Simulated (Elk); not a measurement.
An Elk run on GdO with settings drawn from a wide range, so not all are converged; totals and levels move with the basis, and no second program has checked them. Computed with Elk 11.2.3 with local patches, DFT, AM05, all-electron APW+lo, Dirac cores, scalar-relativistic bands. Elk's input is in atomic units.

Command: `OMP_NUM_THREADS=1 elk`

```
tasks
  0
  110
  115
  15
  195

xctype
  30

rgkmax
  6.5

gmaxvr
  10

lmaxapw
  8

lmaxo
  6

lmaxi
  3

nrmtscf
  2

nempty
  4

epspot
  1e-05

epsengy
  1e-05

maxscl
  60

swidth
  0.002

stype
  3

lradstp
  4

mixtype
  3

hmaxvr
  6

reducebf
  0.5

spinpol
  .true.

tforce
  .true.

autolinengy
  .true.

sppath
  './'

avec
  0.00000000000 5.16940324328 5.16940324328
  5.16940324328 0.00000000000 5.16940324328
  5.16940324328 5.16940324328 0.00000000000

atoms
  2
  'Gd.in'
  1
  0.000000000000 0.000000000000 0.000000000000   0.000 0.000 -0.500
  'O.in'
  1
  0.250000000000 0.250000000000 0.250000000000   0.000 0.000 0.000

ngridk
  6 6 6
```

Muffin-tin radii in the species files: Gd 2.35, O 1.51 bohr.

The cell comes from COD entry 1539084, which wasn't checked; take it as a given geometry. The listed cell was then made from it by scaling, straining or moving an atom.

Q: What does the run give?

A: It refused before any iteration.
```
Error(init0): requested spin-polarised run with spin-unpolarised
 exchange-correlation functional
```
